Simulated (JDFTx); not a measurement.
Input for a modified build of JDFTx: trifluoroacetic acid, C2HF3O2 (SMILES O=C(O)C(F)(F)F), charge 0, multiplicity 1, nonlinear PCM (GLSSA13), water, 1 M NaF; lengths in bohr, energies in hartree. The run starts from orbitals saved by an earlier run of the same system.

```
lattice \
  22.2042819644 0.0000000000 0.0000000000 \
  0.0000000000 18.8972612463 0.0000000000 \
  0.0000000000 0.0000000000 18.4248297151
coords-type Cartesian
ion O -2.0357933918 -1.9170087325 -0.0458159503 0
ion C -0.5612171291 0.0870656247 -0.0467353370 0
ion O -1.2043490492 2.2426823734 -0.0451608066 0
ion C 2.2577247618 -0.7725396601 -0.0451264882 0
ion F 2.7612504007 -2.2426823734 -2.0359993817 0
ion F 3.8188904527 1.1936225290 -0.1259568664 0
ion F 2.7938650420 -2.1010372280 2.0359993817 0
ion H -3.8188904527 -1.4664881010 -0.0434607411 0
ion-species pseudo/o_pbe_v1.2.upf
ion-species pseudo/c_pbe_v1.2.upf
ion-species pseudo/f_pbe_v1.4.upf
ion-species pseudo/h_pbe_v1.4.upf
elec-cutoff 20 100
elec-ex-corr gga-PBE
symmetries none
elec-n-bands 21
electronic-minimize nIterations 150 energyDiffThreshold 1e-7
fluid NonlinearPCM
pcm-variant GLSSA13
fluid-solvent H2O
fluid-cation Na+ 1
fluid-anion F- 1
wavefunction read s0.wfns 24
dump-name s4.$VAR
dump End State Ecomponents EigStats BandEigs Forces ElecDensity IonicPositions FluidDebug
```

The log closes as follows.

```
[...]
ElecMinimize: Iter:  10  Etot: -117.105347581280228  |grad|_K:  2.808e-07  alpha:  7.894e-01  linmin: -4.335e-03
ElecMinimize: Iter:  11  Etot: -117.105347617892420  |grad|_K:  1.982e-07  alpha:  6.628e-01  linmin:  2.073e-02
ElecMinimize: Iter:  12  Etot: -117.105347632310810  |grad|_K:  1.232e-07  alpha:  5.496e-01  linmin:  5.211e-03
ElecMinimize: Converged (|Delta Etot|<1.000000e-07 for 2 iters).

# Ionic positions in cartesian coordinates:
ion O  -2.035793391800000  -1.917008732500000  -0.045815950300000 0
ion O  -1.204349049200000   2.242682373400000  -0.045160806600000 0
ion C  -0.561217129100000   0.087065624700000  -0.046735337000000 0
ion C   2.257724761800000  -0.772539660100000  -0.045126488200000 0
ion F   2.761250400700000  -2.242682373400000  -2.035999381700000 0
ion F   3.818890452700000   1.193622529000000  -0.125956866400000 0
ion F   2.793865042000001  -2.101037228000000   2.035999381700000 0
ion H  -3.818890452700000  -1.466488101000000  -0.043460741100000 0

# Forces in Cartesian coordinates:
force O   0.013642772422365  -0.020372333156839   0.000096568319367 0
force O  -0.006364587750747   0.038056897129508   0.000121849016586 0
force C   0.007856071788845  -0.023579514792102  -0.000110218249093 0
force C  -0.012589692976189   0.004021587450991  -0.000083380217160 0
force F   0.002264125395404  -0.012630301156190  -0.018359262348629 0
force F   0.009592378089676   0.018692083531551  -0.000666658487779 0
force F   0.002513665847997  -0.011284678329528   0.019155050229808 0
force H  -0.016858064714760   0.007102820351889   0.000084741736436 0

# Energy components:
   A_diel =       -0.0167838430251060
   Eewald =       64.5952104040499648
       EH =      164.2404757577016312
     Eloc =     -386.0701093082290072
      Enl =       16.5901860573845212
      Exc =      -25.2286157452380948
 Exc_core =        0.1974516503071963
       KE =       48.5868373947381045
-------------------------------------
     Etot =     -117.1053476323108100


	eMin: -1.239500 at state 0 ( [ +0.000000 +0.000000 +0.000000 ] spin 0 )
	HOMO: -0.268138 at state 0 ( [ +0.000000 +0.000000 +0.000000 ] spin 0 )
```

The run took 13 electronic cycles (a count that differs between repeats, as do the digits past 10⁻⁶ Ha); the highest occupied level lies at -7.30 eV from the bulk liquid; the total lies -0.34 eV from the vacuum run at this geometry.
